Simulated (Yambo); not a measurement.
Yambo run on Li2PtH6 (space group Fm-3m, No. 225). The wavefunctions are norm-conserving PBEsol (Quantum ESPRESSO, 84 Ry, without SOC) ones on a 4×4×4 mesh (15 occupied bands); a = 4.7022 Å, b = 4.7022 Å, c = 4.7022 Å, α = 60.00°, β = 60.00°, γ = 60.00°.

Yambo input:

```
rim_cut
gw0
dyson
el_el_corr
HF_and_locXC
ppa
em1d
RandQpts= 1000000
RandGvec= 1 Ry
EXXRLvcs= 84 Ry
VXCRLvcs= 336 Ry
Chimod= "HARTREE"
% BndsRnXp
 7 | 135 |
%
NGsBlkXp= 8 Ry
% LongDrXp
 1.0 | 1.0 | 1.0 |
%
PPAPntXp= 15 eV
% GbndRnge
 1 | 135 |
%
GTermKind= "BG"
DysSolver= "n"
ExtendOut
% QPkrange
 6 | 6 | 15 | 15 |
 7 | 7 | 15 | 16 |
%
```

k points by index: 6 = (0, 0.25, -0.25), 7 = X.

Resulting energies as the program prints them:

```
#    K-point    Band    Eo [eV]    E [eV]    E-Eo [eV]    Vxc [eV]    Vnlxc [eV]    Sc|Eo [eV]    Sc|E [eV]    dSc/dw|Eo [eV]    Re(Z)    Im(Z)
#
    6    15    0.000000    -1.075769    -1.075769    -12.33034    -15.37495    1.701378    1.968848    -6.764895    0.800891    -0.001436
    7    15    -1.551811    -2.742947    -1.191136    -11.25848    -14.84720    2.084888    2.397593    -7.142482    0.792085    -0.002132
    7    16    2.863128    3.673823    0.810696    -13.79088    -10.12298    -2.677290    -2.857204    -6.038194    0.818396    -0.001314
```
(The two width columns are left out.) Convergence of these settings isn't established.

Geometry of the Materials Project entry, not relaxed at this level.

The structure is a Materials Project entry; no match was found in the copy of COD used, and its stability was not checked.
